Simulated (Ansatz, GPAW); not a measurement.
This is a calculation of FeAu for GPAW 26.7.0 (ASE script). The cell comes from a database or a generator and needn't be the stable form of this composition.

File run.py:

```python
from ase import Atoms
from ase.dft.bandgap import bandgap
from ase.io import write
from ase.units import GPa
from gpaw import GPAW, PW

atoms = Atoms(['Au', 'Fe'],
              cell=[[1.4117478522, 0.8150730025, 4.4694532999],
                    [-1.4117478522, 0.8150730025, 4.4694532999],
                    [0.0, -1.630146005, 4.4694532999]],
              scaled_positions=[[0.0, 0.0, 0.0],
                                [0.5, 0.5, 0.5]],
              pbc=True)
atoms.set_initial_magnetic_moments([0.0, 3.0])

calc = GPAW(mode=PW(600),
            xc='PBE',
            kpts={'size': (11, 11, 11), 'gamma': True},
            occupations={'name': 'fermi-dirac', 'width': 0.05},
            nbands=21,
            convergence={'density': 1e-05, 'energy': 1e-05},
            maxiter=150,
            txt='gpaw.txt')
atoms.calc = calc
energy = atoms.get_potential_energy()
forces = atoms.get_forces()
stress = atoms.get_stress()
calc.write('gs.gpw')
write('result.traj', atoms)
print(f'Energy: {energy:.6f} eV')
print('Forces (eV/A):')
print(forces.round(4))
print('Stress (GPa):', (stress / GPa).round(3))
print('Moments:', calc.get_magnetic_moments().round(3))
print('Fermi level:', round(calc.get_fermi_level(), 4), 'eV')
print(f'Gap: {bandgap(calc)[0]:.4f} eV, direct: {bandgap(calc, direct=True)[0]:.4f} eV')
```

Potentials or basis: GPAW PAW data sets (gpaw-data 1.2.1), pw.

Run with:

```console
$ OMP_NUM_THREADS=1 python run.py
```

Question: Translate it to Ansatz 0.2.0. Potentials or basis there: Ansatz PAW, cutoff 420 eV.

Answer: As run (cutoffs and basis follow the program's own potentials, and thresholds, step limits or extra output files can differ):

Contents of input.yaml:

```yaml
crystal:
  lattice:
    - [1.4117478522, 0.8150730025, 4.4694532999]
    - [-1.4117478522, 0.8150730025, 4.4694532999]
    - [0.0, -1.630146005, 4.4694532999]
  atoms:
    - { symbol: Au, position: [0.0, 0.0, 0.0] }
    - { symbol: Fe, position: [0.5, 0.5, 0.5], spin: 3.0 }
hamiltonian:
  xc: pbe
  pseudopotentials: { kind: paw }
magnetization:
  spin_polarized: true
kpoints:
  mp_grid: { grid: [11, 11, 11] }
scf:
  occupations: { method: fermi_dirac, width: 0.05 }
output:
  forces: true
  stress: true
  eigenvalues: true
```

Potentials or basis: Ansatz PAW.

Launch:

```console
$ ansatz run input.yaml --threads 2 --pin off --max-ram 5120MiB --backend cpu --events-out ev --progress --plain --runs-dir out
```

Both were run:

|  | GPAW | Ansatz |
| --- | --- | --- |
| Pressure | 0.7 GPa | -1.0 GPa |
| Net moment | 2.92 μB per cell | 2.91 μB per cell |

Ansatz's pressure holds a Pulay term of +0.07 GPa for its cutoff of 420 eV, which the other run lacks.

The potentials hold 19 and 35 valence electrons a cell.

Where Ansatz's input types no cutoff or centring, it takes its own default and a Γ-centred mesh.

The magnetic state is the one that the start led to; the real crystal's order can differ.

Pressure is positive in compression.
